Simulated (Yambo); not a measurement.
NaF: lowest vertical excitons

```xyz
2
Lattice="0.0000 2.3137 2.3137 2.3137 0.0000 2.3137 2.3137 2.3137 0.0000" Properties=species:S:1:pos:R:3 pbc="T T T"
F      2.3137     2.3137     2.3137
Na     0.0000     0.0000     0.0000
```

Cell and atoms were relaxed with PBEsol from Materials Project entry mp-682, within its symmetry.

BSE in Yambo on PBEsol (pw.x of Quantum ESPRESSO, ONCV potentials, no spin-orbit coupling) bands: 6×6×6 mesh, 3 valence and 1 conduction bands, static screening with 15 bands and a 4 Ry block, scissor 4.53 eV, Tamm-Dancoff; field along x.

```json
[
 {"state": "1", "energy (eV)": "8.86", "states within 2 meV": "3", "relative strength": "1.00", "class": "strong", "main transitions": "several band pairs"},
 {"state": "2", "energy (eV)": "9.93", "states within 2 meV": "3", "relative strength": "0.21", "class": "strong", "main transitions": "several band pairs"},
 {"state": "3", "energy (eV)": "10.29", "states within 2 meV": "3", "relative strength": "< 0.01", "class": "dark", "main transitions": "several band pairs"},
 {"state": "4", "energy (eV)": "10.37", "states within 2 meV": "2", "relative strength": "< 0.01", "class": "dark", "main transitions": "several band pairs"},
 {"state": "5", "energy (eV)": "10.45", "states within 2 meV": "3", "relative strength": "< 0.01", "class": "dark", "main transitions": "several band pairs"},
 {"state": "6", "energy (eV)": "10.67", "states within 2 meV": "5", "relative strength": "< 0.01", "class": "dark", "main transitions": "several band pairs"}
]
```

These are vertical excitations (zero momentum). The direct quasiparticle gap on this mesh is 10.75 eV; counted from there, state 1 is bound by 1.89 eV. Convergence with the mesh was not shown.

Spin singlets only. Strengths are relative to the strongest of the lowest states of this run; strong means a line over 3 % of the spectrum's maximum, dark under 0.03 %. Absolute energies carry the error of the G0W0 scissor, whose convergence isn't established.
